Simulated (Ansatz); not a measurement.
This Sn4SeS3 structure is the end of a relaxation. The cell was found from a structure generator's guess, not taken from experiment.

All numbers below come from Ansatz 0.2.0, DFT PBE, scalar-relativistic, plane waves, PAW. Cutoff 420 eV, Γ-centred mesh, Gaussian smearing, no spin polarisation.

```xyz
8
Lattice="4.1760 0.0000 0.0000 0.0000 4.1760 0.0000 0.0000 0.0000 11.8067" Properties=species:S:1:pos:R:3 pbc="T T T"
Sn    0.0000    0.0000    0.0000
Sn    2.0880    2.0880    3.0138
Sn    0.0000    0.0000    5.9033
Sn    2.0880    2.0880    8.7929
Se    2.0880    2.0880    0.0000
S     0.0000    0.0000    2.9738
S     2.0880    2.0880    5.9033
S     0.0000    0.0000    8.8329
```

Formation energies are uncorrected and refer to the elements' standard structures at the same level. The references include grey tin.

(1) What space group does it have?

(2) How far does it lie from the elements in energy?

(3) Is it a metal?

## Answers

(1) P4/mmm (No. 123), with Se and S ordered on rock salt sites. Conventional cell: a = 4.176 Å, c = 11.807 Å. Sn on a site of symmetry 4/mmm has 4 Se at 2.95 Å and 2 S at 2.97 Å; Sn on a site of symmetry 4mm is surrounded by 5 S at 2.89–2.95 Å and 1 Se at 3.01 Å; Se has 6 Sn at 2.95–3.01 Å; around S on a site of symmetry 4mm lie 6 Sn at 2.93–2.97 Å; 2 more sites not described.

(2) −0.410 eV/atom. It lies below the elements, which doesn't yet make it stable against other compounds or structures.

(3) No, the gap on the 8×8×4 mesh is 0.13 eV.

The last run used an 8×8×4 mesh (in the run's order of axes) for its 8-atom cell and Gaussian smearing of 0.02 eV. Kohn–Sham gaps at this level usually fall short of measured ones. The reference forms of S and Se are held partly by dispersion forces, which this level lacks. Small gaps are read on the mesh alone, and bands can cross between its points. A structure relaxed within its symmetry needn't be a true minimum.
